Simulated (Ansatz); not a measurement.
## TiAu, first-principles data

TiAu:
Space group Pm-3m (No. 221); a = b = c = 3.2176 Å, α = β = γ = 90.00°

| atom | site | symmetry | x | y | z |
|---|---|---|---|---|---|
| Au | 1a | m-3m | 0.0000 | 0.0000 | 0.0000 |
| Ti | 1b | m-3m | 0.5000 | 0.5000 | 0.5000 |

Space group Pm-3m (No. 221), CsCl type; conventional cell a = b = c = 3.218 Å, α = β = γ = 90.00°.

Method: the program Ansatz at the PBEsol level (PAW). Geometry: relaxed at this level of theory. Other levels are named where they apply.

Cell and energy:

| Quantity | Result |
|---|---|
| Volume per atom | 16.66 Å³ |
| Density | 12.20 g/cm³ |
| Formation energy from the elements (no fitted shifts) | -0.33 eV/atom |

Electronic structure:

| Quantity | Result |
|---|---|
| Electronic character | metallic (no gap) |
| Density of states at the Fermi level | 1.9 states/eV per atom (mean over ±0.08 eV) |
| Gap with spin–orbit coupling | none (metallic) |

Mechanics:

| Property | Value |
|---|---|
| Bulk modulus (Birch–Murnaghan fit) | 160 GPa |
| Pressure derivative B′ | 4.7 |
| Elastic constants (relaxed ions, GPa) | C11 = 147, C12 = 166, C44 = 57.4 |
| Mechanical stability | unstable (C has a negative eigenvalue) |

Phonons:

| Item | Result |
|---|---|
| Highest zone-centre frequency | 146 cm^-1 |
| Zone-centre stability | no imaginary mode at Γ |

The workflow started from an entry of the Crystallography Open Database (COD). Its standing as an ambient phase is unchecked. The cell was relaxed with PBEsol under the symmetry of its start. The run is not spin-polarised. As this level gives no gap, shear constants depend on the k-mesh and smearing (Fermi–Dirac, 0.1 eV here). As this level gives no gap, phonon frequencies hold no LO–TO term and depend on the k-mesh and smearing (Fermi–Dirac, 0.1 eV here). The references are the lowest solids computed at this level, not always the standard phases. Spin–orbit coupling is left out wherever it is not named.

Potentials: the later of the program's two PAW sets.
